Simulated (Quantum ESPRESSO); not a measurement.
# Planted mistakes on one cell of B3SiP3C

The results below are calculated, not measured. They come from pw.x of Quantum ESPRESSO 7.5, a plane-wave density functional program, with PseudoDojo standard norm-conserving files (v0.5 for PBE, v0.4.1 for LDA and PBEsol). The cells are made up: elements, strain and atom displacements were drawn at random, and nothing was relaxed. There is no spin polarisation, spin-orbit coupling or dispersion term.

The cell has 8 sites of a zincblende or diamond lattice. Sites 1 to 4 hold B B Si B; sites 5 to 8 hold P C P P. Cell vectors in Å: (4.465, -0.055, -0.050); (-0.055, 4.646, -0.032); (-0.050, -0.032, 4.505). Settings: PBE, cutoff 1116 eV, 4 x 4 x 4 k mesh shifted by half a step, Fermi-Dirac smearing of 0.025 eV.

The intended run has a self-consistency threshold of 1e-07 eV, a smearing term of 0.000 eV, a pressure of 8.71 GPa and 11 iterations. Each further run changes one thing: all lengths scaled by 0.9882; atoms of sites 2 and 7 exchanged; cutoff 663 eV; files of LDA; k mesh 1 x 1 x 1; one electron added; smearing 0.6 eV; threshold 0.09 eV. A coarse mesh keeps the shift, and a charged cell sits in a uniform background.

| run | change of free energy (eV) | smearing term -TS (eV) | change of P (GPa) | largest change of a force component (eV/Å) | iterations |
| --- | --- | --- | --- | --- | --- |
| A | -0.363 | -1.228 | 0.31 | 0.302 | 10 |
| B | 0.309 | 0.000 | -1.96 | 0.021 | 11 |
| C | 10.396 | 0.000 | 11.60 | 0.797 | 12 |
| D | -5.240 | 0.000 | -7.05 | 0.182 | 11 |
| E | 0.029 | 0.000 | -0.14 | 0.064 | 4 |
| F | 0.250 | 0.000 | 7.28 | 0.405 | 11 |
| G | 2.595 | -0.003 | 2.82 | 5.455 | 12 |
| H | 10.527 | -0.005 | 21.49 | 0.772 | 11 |

A rerun of the intended cell at 1347 eV and k mesh 6 x 6 x 6 moved values by no more than 0.006 eV in the cell's energy, 0.02 GPa in stress and 0.004 eV/Å in force.

Question: which change belongs to which run?

## Worked reading

Run E has the fewest iterations, as a run stopped early does. Run A has the largest smearing term, as wide smearing gives. Run F changes the volume by a factor of 0.9650; minus its pressure change over the logarithm of that factor, 204 GPa, is a rough bulk modulus with clamped atoms. Energies from files of another functional, or of a charged cell, have another zero and say nothing on stability; the pressure of a charged cell rests on the program's zero of potential too.

## Key

| run | change |
| --- | --- |
| A | smearing 0.6 eV |
| B | cutoff 663 eV |
| C | k mesh 1 x 1 x 1 |
| D | files of LDA |
| E | threshold 0.09 eV |
| F | all lengths scaled by 0.9882 |
| G | atoms of sites 2 and 7 exchanged |
| H | one electron added |